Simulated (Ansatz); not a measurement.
Theory: DFT PBE, scalar-relativistic, plane waves, PAW in Ansatz. All cells share a 420 eV cutoff and Γ-centred k meshes spaced at most about 0.3 Å⁻¹ (about 0.25 or finer for metals, 2π included). No spin polarisation in the final relaxations.

These are static total energies at zero pressure. All come from trial cells, and lower structures may exist.

Problem. Which of these relaxed structures of La3N2 is the lowest in energy?
A.

```cif
data_structure
_symmetry_space_group_name_H-M 'Immm'
_symmetry_Int_Tables_number 71
_cell_length_a 3.6839
_cell_length_b 5.3773
_cell_length_c 11.3463
_cell_angle_alpha 90.000
_cell_angle_beta 90.000
_cell_angle_gamma 90.000
_cell_volume 224.76
loop_
_atom_site_label
_atom_site_type_symbol
_atom_site_symmetry_multiplicity
_atom_site_Wyckoff_symbol
_atom_site_fract_x
_atom_site_fract_y
_atom_site_fract_z
_atom_site_occupancy
La1 La 4 i 0.50000 0.50000 0.81890 1
La2 La 2 a 0.00000 0.00000 0.00000 1
N1 N 4 j 0.00000 0.50000 0.67026 1
```

B.

```cif
data_structure
_symmetry_space_group_name_H-M 'Cmmm'
_symmetry_Int_Tables_number 65
_cell_length_a 6.1539
_cell_length_b 11.3069
_cell_length_c 3.7394
_cell_angle_alpha 90.000
_cell_angle_beta 90.000
_cell_angle_gamma 90.000
_cell_volume 260.20
loop_
_atom_site_label
_atom_site_type_symbol
_atom_site_symmetry_multiplicity
_atom_site_Wyckoff_symbol
_atom_site_fract_x
_atom_site_fract_y
_atom_site_fract_z
_atom_site_occupancy
La1 La 4 j 0.50000 0.14749 0.50000 1
La2 La 2 a 0.00000 0.00000 0.00000 1
N1 N 4 g 0.38838 0.00000 0.00000 1
```

C.

```cif
data_structure
_symmetry_space_group_name_H-M 'P4/mbm'
_symmetry_Int_Tables_number 127
_cell_length_a 7.4933
_cell_length_b 7.4933
_cell_length_c 3.7726
_cell_angle_alpha 90.000
_cell_angle_beta 90.000
_cell_angle_gamma 90.000
_cell_volume 211.83
loop_
_atom_site_label
_atom_site_type_symbol
_atom_site_symmetry_multiplicity
_atom_site_Wyckoff_symbol
_atom_site_fract_x
_atom_site_fract_y
_atom_site_fract_z
_atom_site_occupancy
La1 La 2 a 0.00000 0.00000 0.00000 1
La2 La 4 h 0.16635 0.66635 0.50000 1
N1 N 4 g 0.69257 0.19257 0.00000 1
```

D.

```cif
data_structure
_symmetry_space_group_name_H-M 'I4/mmm'
_symmetry_Int_Tables_number 139
_cell_length_a 4.8520
_cell_length_b 4.8520
_cell_length_c 12.5435
_cell_angle_alpha 90.000
_cell_angle_beta 90.000
_cell_angle_gamma 90.000
_cell_volume 295.29
loop_
_atom_site_label
_atom_site_type_symbol
_atom_site_symmetry_multiplicity
_atom_site_Wyckoff_symbol
_atom_site_fract_x
_atom_site_fract_y
_atom_site_fract_z
_atom_site_occupancy
La1 La 4 d 0.00000 0.50000 0.25000 1
La2 La 2 b 0.50000 0.50000 0.00000 1
N1 N 4 e 0.00000 0.00000 0.31104 1
```

Solution. A. It has space group Immm (No. 71); the next, D, with space group I4/mmm (No. 139), lies 176 meV/atom higher. Counting N atoms around La (those within 1.25 times the shortest such distance or 1.15 times the sum of covalent radii; a slash parts the counts of unlike sites), the lowest has La 4 and the next has La 2/4.

In Immm, I4/mmm, Cmmm an odd number of electrons in the primitive cell allows no gap without spin; a larger cell or a magnetic state could open one. A magnetic state wasn't ruled out in cells without spin, among them Immm, I4/mmm, Cmmm. With atoms moved at random, Cmmm came back. Other cells relaxed within their symmetry can be saddle points. The Immm cell of La3N2 came from shaking the I4/mmm one. Some candidate types were left out of the draw beforehand, so a known form may be missing.
